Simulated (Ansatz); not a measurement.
Values for one crystal, relaxed and computed with plane-wave PAW LDA (Ansatz code); other levels are named.

| Item | Value |
|---|---|
| Volume per atom | 21.91 Å³ |
| Electronic character | no gap, with almost no states at the Fermi level (zero-gap or semimetallic) |
| Formation energy from the elements (no fitted shifts) | -0.35 eV/atom |
| Pressure derivative B′ | 4.8 |
| Bulk modulus (Birch–Murnaghan fit) | 73.1 GPa |
| Density of states at the Fermi level | 0.03 states/eV per atom (mean over ±0.08 eV) |

Pick the material that matches.
A) SnO, P4/nmm (Sn on 2c, O on 2a)
B) ZnCu2SnSe4, I-42m (Sn on 2b, Se on 8i, Cu on 4d, Zn on 2a)
C) Sn3Te2Se, P-3m1 (Sn on 1b, Sn on 2d, Te on 2d, Se on 1a)
D) Sr3SnO, anti-perovskite

B, ZnCu2SnSe4, I-42m (Sn on 2b, Se on 8i, Cu on 4d, Zn on 2a)

The workflow started from an entry of the Crystallography Open Database (COD). It is not the phase usual at ambient conditions (space group No. 82). The LDA relaxation kept the symmetry of its start; whether a distortion lowers the energy is not shown. No spin polarisation was allowed. A small band overlap can be real or an error of a semilocal functional. The references are the lowest solids computed at this level, not always the standard phases. Scalar-relativistic: spin–orbit coupling is off unless named, which matters more the heavier the elements.

Potentials: the later of the program's two PAW sets.
